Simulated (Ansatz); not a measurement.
Relaxed KBr (rock salt):

```yaml
crystal:
  lattice:
    - [0.00000, 3.35261, 3.35261]
    - [3.35261, 0.00000, 3.35261]
    - [3.35261, 3.35261, 0.00000]
  atoms:
    - { symbol: Br, position: [0.00000, 0.00000, 0.00000] }
    - { symbol: K, position: [0.50000, 0.50000, 0.50000] }
```

In each cell atom 1 (Br, nearest neighbour K at 3.353 Å; its periodic images, 4.7 Å or more away, move with it) moves by s·(0.577, 0.577, 0.577) (along Cartesian [111]), the rest being held.

The numbers are results of PBE (plane waves to 420 eV, PAW, scalar-relativistic; Ansatz, a quantum-chemistry and plane-wave program), not measurements. k mesh 7×7×7 (Γ-centred), Fermi-Dirac smearing 0.05 eV. E stands for the smeared free energy. KBr was relaxed with its symmetry unable to fall. ΔE is measured from the undisplaced structure.

| s (Å) | ΔE (meV/cell) |
|---|---|
| -0.670 | withheld |
| -0.536 | 139.3 |
| -0.402 | 78.5 |
| -0.268 | 34.9 |
| -0.134 | 8.7 |
| 0.000 | 0.0 |
| 0.134 | 8.7 |
| 0.268 | 34.9 |
| 0.402 | 78.5 |
| 0.536 | 139.3 |
| 0.670 | withheld |

### Question
Fit an even polynomial form (powers 2, 4) to the given rows and predict ΔE at s = -0.670.

### Answer
Least squares on the 9 given rows: ΔE = (486.6)·s² + (-5.868)·s⁴, in meV/cell with s in Å; root-mean-square residual 0.02 meV/cell. At -0.670 the fit gives 217.3 meV/cell; the calculation gives 216.4 meV/cell, so the extrapolation is off by 0.9 (+0.4 %). The quadratic term alone would give 218.4 meV/cell.

(A displaced cell: forces are minus the slopes of the energy, force constants its curvatures, and phonons follow from these.)
